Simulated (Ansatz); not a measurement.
Relaxed candidate structures of Re:

A. Im-3m (No. 229), cI2, bcc (W type); a = b = c = 3.0956 Å, α = β = γ = 90.00°; Re 2a (0.000, 0.000, 0.000)

B. Fm-3m (No. 225), cF4, fcc (Cu type); a = 3.892 Å, b = 3.892 Å, c = 3.892 Å, α = 90.00°, β = 90.00°, γ = 90.00°; Re 4a (0.000, 0.000, 0.000)

C. P6₃/mmc (No. 194), hP2, hcp (Mg type); a = 2.758 Å, b = 2.758 Å, c = 4.463 Å, α = 90.00°, β = 90.00°, γ = 120.00°; Re 2d (0.667, 0.333, 0.250)

**Question.** Rank these by energy per atom (lowest first), as r2SCAN (plane waves to 500 eV, PAW, scalar-relativistic; Ansatz, a program for electronic structure) gives it.

**Answer.** C (reference, the lowest of the structures calculated here), B (+0.06 eV/atom), A (+0.28 eV/atom)

Each run could gain symmetry but not lose that of its start, so entries can be saddle points. From databases, or of a type measured for this composition: Fm-3m, cF4, fcc (Cu type); P6₃/mmc, hP2, hcp (Mg type); the others are generated cells (placed on structure types, drawn at random, substituted or restacked) that were not matched to a known phase here. Static energies at zero pressure. Each cell has its own k-point mesh; energy differences are given only to the digits this allows. No spin polarisation in the result.
